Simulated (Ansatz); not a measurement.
Data:

NaCl3:
```
CELL_PARAMETERS angstrom
      5.46057     0.00000     0.00000
      0.00000     5.46057     0.00000
      0.00000     0.00000     5.46057
ATOMIC_POSITIONS crystal
  Na 0.50000 0.50000 0.50000
  Na 0.00000 0.00000 0.00000
  Cl 0.50000 0.00000 0.75000
  Cl 0.50000 0.00000 0.25000
  Cl 0.75000 0.50000 0.00000
  Cl 0.25000 0.50000 0.00000
  Cl 0.00000 0.75000 0.50000
  Cl 0.00000 0.25000 0.50000
```

This is the r²SCAN-relaxed structure.

Task: All from r²SCAN (plane waves, PAW; program Ansatz), unless another level is named. Predict the bulk modulus (Birch–Murnaghan fit).

Result: 35.5 GPa.

Task: Next, the highest zone-centre frequency?

Result: 186 cm⁻¹.

Space group Pm-3n (A15 (Cr3Si type)). The workflow started from a Materials Project entry (that database holds measured and hypothetical structures alike); the Crystallography Open Database copy checked does not list it. Whether it is the stable phase at ambient conditions was not checked. The cell was relaxed with r²SCAN under the symmetry of its start. At this level the phase is dynamically unstable (imaginary phonons). As this level gives no gap, phonon frequencies hold no LO–TO term and depend on the k-mesh and smearing (Fermi–Dirac, 0.1 eV here).

Potentials: the later of the program's two PAW sets.
